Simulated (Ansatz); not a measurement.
A distorted cell of CsSnI$_{3}$ (cubic perovskite):

```yaml
crystal:
  lattice:
    - [6.27122, 0.00000, 0.00000]
    - [0.00000, 6.27122, 0.00000]
    - [0.00000, 0.00000, 6.27122]
  atoms:
    - { symbol: Cs, position: [0.03561, 0.10684, 0.00000] }
    - { symbol: Sn, position: [0.50000, 0.50000, 0.50000] }
    - { symbol: I, position: [0.00000, 0.50000, 0.50000] }
    - { symbol: I, position: [0.50000, 0.50000, 0.00000] }
    - { symbol: I, position: [0.50000, 0.00000, 0.50000] }
```

The numbers are results of PBE (plane waves to 420 eV, PAW, scalar-relativistic; Ansatz, a quantum-chemistry and plane-wave program), not measurements. k mesh 5×5×5 (Γ-centred), Fermi-Dirac smearing 0.05 eV. The energy includes the smearing's −TS. Compression counts positive. CsSnI3 was relaxed with its symmetry unable to fall. Spin-orbit coupling is left out, though I is heavy. The PAW data are Ansatz's earlier set. This is a high-temperature form of CsSnI3.

What forces act on the atoms (eV/Å, Cartesian)?


```
atom      Fx      Fy     Fz
----  ------  ------  -----
Cs1   -0.085  -0.156  0.000
Sn2    0.014   0.035  0.000
I3     0.008   0.031  0.000
I4     0.071   0.061  0.000
I5    -0.008   0.029  0.000
```

In it atom 1 sits (0.223, 0.670, 0.000) Å away from its relaxed site. What is its energy relative to the relaxed cell?

36.5 meV/cell.

(For displaced atoms, the force is minus the slope of the energy, and its curvature is a force constant, which sets phonon frequencies.)
